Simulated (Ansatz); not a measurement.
TaTe (rock salt, Fm-3m), plane-wave PAW PBEsol (Ansatz code), all energies at zero smearing, with the estimated change up to a 700 eV cutoff added, with one set of potentials and settings (totals compare only within such a set). Cell of 2 atoms (1 Ta, 1 Te): -16706.496 eV.

```tsv
element	reference phase	E (eV/atom)
Ta	Im-3m, 1 atoms in the cell	-9806.5011
Te	P3_121, 3 atoms in the cell	-6901.5142
```

Formation energy per atom, worked out: (-16706.496 − 1×(-9806.5011) − 1×(-6901.5142))/2 = 0.760 eV/atom (73 kJ per mol of atoms), at 0 K, without zero-point energy or fitted corrections.

The start of the workflow was typed in or built on a structure type; neither database checked (COD, Materials Project) lists it. Whether it is the stable phase at ambient conditions was not checked. The PBEsol relaxation kept the symmetry of its start. At this level the phase is mechanically unstable. The run is not spin-polarised. Its formation energy is positive at this level, so the cell may be metastable or incomplete. The references are the lowest solids computed at this level, not always the standard phases. Scalar-relativistic: spin–orbit coupling is off unless named, which matters more the heavier the elements.

Potentials: the later of the program's two PAW sets.
